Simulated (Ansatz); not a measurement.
CoW:
Space group Fm-3m (No. 225); a = b = c = 4.820 Å, α = β = γ = 90.00°

```tsv
atom	site	symmetry	x	y	z
Co	4a	m-3m	0.0000	0.0000	0.0000
W	4b	m-3m	0.5000	0.5000	0.5000
```
(The calculation used a cell of 2 atoms; values per cell refer to that cell.)

Relaxed with PBEsol in the plane-wave PAW code Ansatz. Indices refer to the conventional cell of Fm-3m, a = b = c = 4.8199 Å, α = β = γ = 90.00°.

**Question.** Simulate the powder diffraction pattern (Cu Kα, λ = 1.54184 Å; lines above 1 %) up to 2θ = 90°.

**Answer.** Simulated powder pattern, Cu Kα, λ = 1.54184 Å (kinematic, ideal powder, no thermal factors, no anomalous dispersion; the 30 strongest lines at most, above 1 %, up to 2θ = 90°):

```csv
2θ (°),d (Å),I/Imax (%),hkl
32.17,2.783,48,(111)
37.31,2.410,100,(200)
53.79,1.704,70,(220)
64.08,1.453,23,(311)
67.29,1.391,24,(222)
79.55,1.205,11,(400)
88.40,1.106,11,(331)
```

The start of the workflow was typed in or built on a structure type; neither database checked (COD, Materials Project) lists it. Whether it is the stable phase at ambient conditions was not checked. The PBEsol relaxation kept the symmetry of its start. At this level the phase is mechanically unstable. The workflow began spin-polarised and lost its moments. Its formation energy is positive at this level, so the cell may be metastable or incomplete. Scalar-relativistic: spin–orbit coupling is off unless named, which matters more the heavier the elements.

Potentials: the earlier of the program's two PAW sets.
